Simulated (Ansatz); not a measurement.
Relaxed-ion elastic tensor of BaSi2 in space group P4_332 (No. 212; Ba on 4a, Si on 8c) in GPa (Voigt order), plane-wave PAW PBEsol (Ansatz code); density 4.35 g/cm³, 24.62 Å³ per atom.

```
88.7  43.0  43.0   0.0   0.0   0.0
43.0  88.7  43.0   0.0   0.0   0.0
43.0  43.0  88.7   0.0   0.0   0.0
 0.0   0.0   0.0  45.4   0.0   0.0
 0.0   0.0   0.0   0.0  45.4   0.0
 0.0   0.0   0.0   0.0   0.0  45.4
```

Q: Is the crystal mechanically stable?

A: Yes: the smallest eigenvalue of C is 45.4 GPa.

Q: Work out the Voigt, Reuss and Hill averages.

A: K_V = 58.2, K_R = 58.2, K_H = 58.2; G_V = 36.4, G_R = 32.6, G_H = 34.5 GPa.

Q: Give Young's modulus, Poisson's ratio, Pugh's ratio and the universal anisotropy index.

A: E = 9KG/(3K + G) = 86.4 GPa; ν = 0.25; K/G = 1.69 (near the Pugh limit of 1.75, no verdict); A_U = 5G_V/G_R + K_V/K_R − 6 = 0.59.

Q: Estimate the sound speeds and the Debye temperature.

A: v_l = √((K + 4G/3)/ρ) = 4890 m/s, v_t = √(G/ρ) = 2820 m/s, mean 3130 m/s; Θ = (h/k)(3n/4πV)^(1/3) v_m = 320 K.

Q: Give the Zener ratio and Young's modulus along [100], [110] and [111].

A: A = 2C44/(C11 − C12) = 1.99; 1/E = S11 − 2(S11 − S12 − S44/2)Γ with Γ = 0, 1/4, 1/3 gives 60.7, 90.4, 108 GPa.

The workflow started from a Materials Project entry (that database holds measured and hypothetical structures alike); the Crystallography Open Database copy checked does not list it. COD files the formula under space group No. 62, 191, so this cell is another polymorph or a model. Its standing as an ambient phase is unchecked. Symmetry was held in the PBEsol relaxation; its stability against distortions is not shown here. As this level gives no gap, shear constants depend on the k-mesh and smearing (Fermi–Dirac, 0.1 eV here). Scalar-relativistic: spin–orbit coupling is off unless named, which matters more the heavier the elements.

Potentials: the later of the program's two PAW sets.
